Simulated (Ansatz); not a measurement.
ZnO:
```yaml
crystal:
  lattice:
    - [3.18716, 0.00000, 0.00000]
    - [-1.59358, 2.76016, 0.00000]
    - [0.00000, 0.00000, 5.15318]
  atoms:
    - { symbol: Zn, position: [0.66667, 0.33333, 0.50097] }
    - { symbol: Zn, position: [0.33333, 0.66667, 0.00097] }
    - { symbol: O, position: [0.66667, 0.33333, 0.87934] }
    - { symbol: O, position: [0.33333, 0.66667, 0.37934] }
```

This is the LDA-relaxed structure. x, y and z are the axes in which the lattice vectors are written.

Problem. All from DFT-LDA in the program Ansatz with PAW potentials, unless another level is named. Estimate the band gap.

Solution. 0.79 eV (direct).

Problem. What about the hole effective mass, band 2 of 2 at the edge?

Solution. 0.16 along x, 2.7 along z (mₑ).

Problem. Next, the weight of the valence-edge state by species (Voronoi cells)?

Solution. O 67 %, Zn 33 %.

Problem. Give the valence-band maximum.

Solution. at Γ.

Space group P6_3mc (wurtzite). The cell was relaxed with LDA under the symmetry of its start; phonons on a q-mesh show no instability.

Potentials: the earlier of the program's two PAW sets.
